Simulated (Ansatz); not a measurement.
Values for one crystal, relaxed and computed with PBEsol in the plane-wave PAW code Ansatz; other levels are named.

| Item | Value |
|---|---|
| Volume per atom | 6.68 Å³ |
| Band gap | 1.08 eV (indirect) |
| Young's modulus | 514 GPa |
| Debye temperature from the elastic constants | 1680 K |
| Hill bulk and shear moduli | 206 and 237 GPa |
| Conduction-band minimum | at X (3 equivalent valleys) |
| Hole effective mass, band 2 of 3 at the edge | 0.26 along [100], 0.26 along [110], 0.67 along [111] (mₑ) |

Problem. Which of these materials gives this?
(A) CuCl, zinc blende
(B) Be2C, fluorite or antifluorite type
(C) MnSe, I-4m2 (Mn on 2a, Se on 2c)
(D) BN, rock salt

Solution. B, Be2C, fluorite or antifluorite type

Space group Fm-3m (fluorite or antifluorite type). The cell was relaxed with PBEsol under the symmetry of its start.

Potentials: the later of the program's two PAW sets.
